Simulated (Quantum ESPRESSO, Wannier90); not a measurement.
**Wannierisation of MgPdF₆ (R-3)**

```yaml
crystal:
  lattice:
    - [-2.46565, 4.27063, 0.00000]
    - [-4.93130, 0.00000, 0.00000]
    - [-2.46565, 1.42354, 4.50999]
  atoms:
    - { symbol: Mg, position: [0.50000, 0.50000, 0.50000] }
    - { symbol: Pd, position: [0.00000, 0.00000, 0.00000] }
    - { symbol: F, position: [0.75741, 0.10033, 0.75321] }
    - { symbol: F, position: [0.24259, 0.89967, 0.24679] }
    - { symbol: F, position: [0.38905, 0.75741, 0.75321] }
    - { symbol: F, position: [0.61095, 0.24259, 0.24679] }
    - { symbol: F, position: [0.10033, 0.38905, 0.75321] }
    - { symbol: F, position: [0.89967, 0.61095, 0.24679] }
```

Cell from Materials Project (mp-7921), symmetrised, no further relaxation. COD (Crystallography Open Database) has an entry of this formula and space group (matched by these alone). Level: PBEsol, no spin polarisation, no spin-orbit coupling; pw.x of Quantum ESPRESSO at 68 Ry with PseudoDojo potentials, 4×4×4 k-points, Wannier90. Density: 8×8×8 mesh, cold smearing 0.01 Ry.

Base run: 23 functions from bands 15-50 of the 50 computed, start hydrogen-like Pd: d; F: p, frozen window up to 3.38 eV relative to the valence-band maximum, outer window open. Its settings: num_cg_steps = 5, trial_step = 2 and dis_mix_ratio = 0.5 (the program's defaults), conv_tol = 1.0e-6 over 4 steps, num_iter = 400, dis_conv_tol = 1.0e-6, dis_num_iter = 600. One of them is changed at a time.

```json
[
 {"run": "base", "disentanglement steps": "3", "localisation steps": "15", "Ω_I (Å²)": "12.786", "Ω_total (Å²)": "12.894", "ended": "converged"},
 {"run": "conv_tol = 1.0e-4", "disentanglement steps": "3", "localisation steps": "10", "Ω_I (Å²)": "12.786", "Ω_total (Å²)": "12.894", "ended": "converged"},
 {"run": "num_cg_steps = 20", "disentanglement steps": "3", "localisation steps": "15", "Ω_I (Å²)": "12.786", "Ω_total (Å²)": "12.894", "ended": "converged"}
]
```
